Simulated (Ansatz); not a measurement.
This Al₄Co₃Ni structure is the end of a relaxation. The cell was found from a structure generator's guess, not taken from experiment.

The calculation used Ansatz, DFT PBE, scalar-relativistic, plane waves, PAW. Cutoff 420 eV, Γ-centred mesh, Gaussian smearing, collinear spin.

```cif
data_structure
_symmetry_space_group_name_H-M 'P 1'
_symmetry_Int_Tables_number 1
_cell_length_a 5.7335
_cell_length_b 5.7335
_cell_length_c 2.8600
_cell_angle_alpha 90.000
_cell_angle_beta 90.000
_cell_angle_gamma 90.000
_cell_volume 94.02
loop_
_atom_site_label
_atom_site_type_symbol
_atom_site_fract_x
_atom_site_fract_y
_atom_site_fract_z
_atom_site_occupancy
Al1 Al 0.24781 0.75219 0.00000 1
Al2 Al 0.24781 0.24781 0.00000 1
Al3 Al 0.75219 0.75219 0.00000 1
Al4 Al 0.75219 0.24781 0.00000 1
Co1 Co 0.50000 0.00000 0.50000 1
Co2 Co 0.00000 0.00000 0.50000 1
Co3 Co 0.00000 0.50000 0.50000 1
Ni1 Ni 0.50000 0.50000 0.50000 1
```

The zero of energy is the elements' standard structures at the same level; no fitted shifts are applied.

Question: What space group does it have?

Answer: P4/mmm (No. 123). Conventional cell: a = 5.734 Å, c = 2.860 Å. Al is surrounded by 6 Co at 2.47–2.48 Å, 2 Ni at 2.50 Å and 6 Al at 2.84–2.89 Å; around Co on a site of symmetry mmm lie 8 Al at 2.48 Å, 4 Co at 2.86–2.87 Å and 2 Ni at 2.87 Å; Co on a site of symmetry 4/mmm has 8 Al at 2.47 Å and 6 Co at 2.86–2.87 Å; Ni has 8 Al at 2.50 Å, 2 Ni at 2.86 Å and 4 Co at 2.87 Å.

Question: How far does it lie from the elements in energy?

Answer: −0.60 eV/atom. It lies below the elements, which doesn't yet make it stable against other compounds or structures.

Question: Is it a metal?

Answer: Yes, bands cross the Fermi level on the 8×8×14 mesh.

Question: Which magnetic moments does it keep?

Answer: 0.08 μB per atom net, the space between the atoms included; by site: Co 0.3 (×2) μB.

The last run used collinear spin, an 8×8×14 mesh (in the run's order of axes) for its 8-atom cell and Gaussian smearing of 0.10 eV. Another magnetic order may lie lower. Symmetry constrained the relaxation, so the result can be a saddle point.
